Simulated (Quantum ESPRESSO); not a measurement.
## Kohn-Sham bands of Rb$_{2}$P$_{3}$ (Fmmm)

```yaml
crystal:
  lattice:
    - [4.49986, 4.85416, 0.00000]
    - [4.49986, -4.85416, 0.00000]
    - [-4.49986, 0.00000, -7.34893]
  atoms:
    - { symbol: Rb, position: [0.25000, 0.75000, 0.50000] }
    - { symbol: Rb, position: [0.75000, 0.25000, 0.50000] }
    - { symbol: Rb, position: [0.72039, 0.27961, 0.00000] }
    - { symbol: Rb, position: [0.27961, 0.72039, 0.00000] }
    - { symbol: P, position: [0.14712, 0.14712, 0.29424] }
    - { symbol: P, position: [0.85288, 0.85288, 0.70576] }
    - { symbol: P, position: [0.27956, 0.27956, 0.14628] }
    - { symbol: P, position: [0.72044, 0.72044, 0.85372] }
    - { symbol: P, position: [0.86672, 0.86672, 0.14628] }
    - { symbol: P, position: [0.13328, 0.13328, 0.85372] }
```

Structure: Materials Project mp-2079, symmetrised, not relaxed again. COD (Crystallography Open Database) has an entry of this formula and space group (matched by these alone). Level: PBEsol, no spin polarisation, no spin-orbit coupling; pw.x of Quantum ESPRESSO at 37 Ry with PseudoDojo potentials, 4×4×4 k-points, Wannier90. Density: 6×6×6 mesh, Gaussian smearing 0.01 Ry.

Energies are relative to the valence-band maximum; weights are on the orthonormalised atomic waves of the pseudopotential files, averaged over the group. 66 electrons a cell are treated as valence.

**Question.** Into which isolated groups do the bands fall, where do they lie and what are they made of?

**Answer.** 
```csv
bands,from (eV),to (eV),filling,weight on atomic waves
1–2,-27.64,-27.63,filled,Rb 4s 98 %
3–4,-27.31,-27.30,filled,Rb 4s 98 %
5,-13.68,-13.51,filled,"P 3s 73 %, P 3p 11 %, Rb 5s 8 %"
6–7,-12.61,-12.14,filled,"P 3s 54 %, Rb 4p 26 %, P 3p 16 %"
8–19,-11.92,-11.03,filled,"Rb 4p 93 %, P 3s 4 %"
20–21,-9.34,-9.15,filled,"P 3s 57 %, P 3p 38 %"
22–23,-5.80,-5.58,filled,"P 3p 60 %, P 3s 39 %"
24–25,-4.45,-3.46,filled,"P 3p 86 %, Rb 5s 6 %, P 3s 4 %"
26–31,-3.16,-1.99,filled,"P 3p 88 %, P 3s 7 %"
32–33,-1.10,0.00,filled,P 3p 89 %
```

The Kohn-Sham gap over both meshes and the path is 0.68 eV.
